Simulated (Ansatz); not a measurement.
This cell of TiB2 (AlB2 type, space group P6/mmm) is off equilibrium:

```
TiB2
1.0
    6.04939     0.00000     0.00000
   -1.51235     2.61946     0.00000
    3.02469     0.00000     3.22263
Ti B
2 4
Direct
  0.00000   0.00000   0.00000
  0.50000   0.00000   0.00000
  0.90736   0.66667   0.51862
  0.42598   0.66667   0.48138
  0.09264   0.33333   0.48138
  0.57402   0.33333   0.51862
```

All values below come from r2SCAN (plane waves to 500 eV, PAW, scalar-relativistic; Ansatz, an electronic-structure program). k mesh 18×18×18 (Γ-centred), Fermi-Dirac smearing 0.05 eV. Compression counts positive. With partly filled bands, energies and forces of such displacements shift with the k mesh and the smearing. TiB2 is run without spin polarisation. TiB2 was relaxed with its symmetry unable to fall.

Task: Predict the force on every atom, in eV/Å.

Result: 
```
atom      Fx      Fy      Fz
----  ------  ------  ------
Ti1    0.000   0.000   0.000
Ti2    0.000   0.000   0.000
B3     0.027   0.016  -0.880
B4     0.027   0.016   0.880
B5    -0.027  -0.016   0.880
B6    -0.027  -0.016  -0.880
```

Task: What is the stress tensor (GPa)?

Result: 
```
    0.4     -0.1      0.0
   -0.1      0.4      0.0
    0.0      0.0      0.2
```
The pressure, a third of the trace, is 0.3 GPa.

(For displaced atoms, the force is minus the slope of the energy, and its curvature is a force constant, which sets phonon frequencies.)
